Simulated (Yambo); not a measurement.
A G0W0@PBEsol run in Yambo for a free-standing CaHI monolayer (symmetry P4/nmm, slab cell 20.2 Å high) (4×4×1 Γ-centred k mesh, 244 bands and a 5 Ry block in the screening, 244 bands in G with the Bruneval-Gonze terminator, plasmon pole fitted at 27.2 eV, slab-truncated Coulomb interaction, stochastic integration of W near q = 0) gives these matrix elements, in eV, at the band edges ((0, 0.25) → Γ):

| state | E0 | <Vxc> | <Σx> | <Σc(E0)> | Z |
|---|---|---|---|---|---|
| valence edge | 0.000 | -11.243 | -13.917 | 1.315 | 0.811 |
| conduction edge | 3.583 | -11.397 | -5.984 | -3.429 | 0.815 |

Task: Solve the linearised quasiparticle equation for both states, give the gap, and say how exchange and correlation each act on it.

Result: E = E0 + Z(Σx + Σc − Vxc). Valence: 0.000 + 0.811 × (-13.917 + (1.315) − (-11.243)) = -1.10 eV. Conduction: 3.583 + 0.815 × (-5.984 + (-3.429) − (-11.397)) = 5.20 eV. The gap is 6.30 eV, against 3.58 eV in PBEsol. Replacing Vxc by bare exchange alone would open it by 8.09 eV; correlation takes back 4.74 eV of that, and Z scales what is left. Nearest settings tried, and what they do to the gap: 98 bands in G: -30 meV; 3 Ry block (185 vectors against 415): -123 meV. Not varied: bands in W, mesh, cell height. So the settings aren't converged at that level. Among the k points computed, the smallest G0W0 gap is 6.00 eV, (0, 0.25) → M. 

Spin-orbit coupling is included.

Geometry relaxed with PBEsol; primitive cell a = b = 3.963 Å, c = 20.200 Å, α = β = γ = 90.00°.

This is a model layer cut from the bulk structure; whether it is stable on its own was not checked.
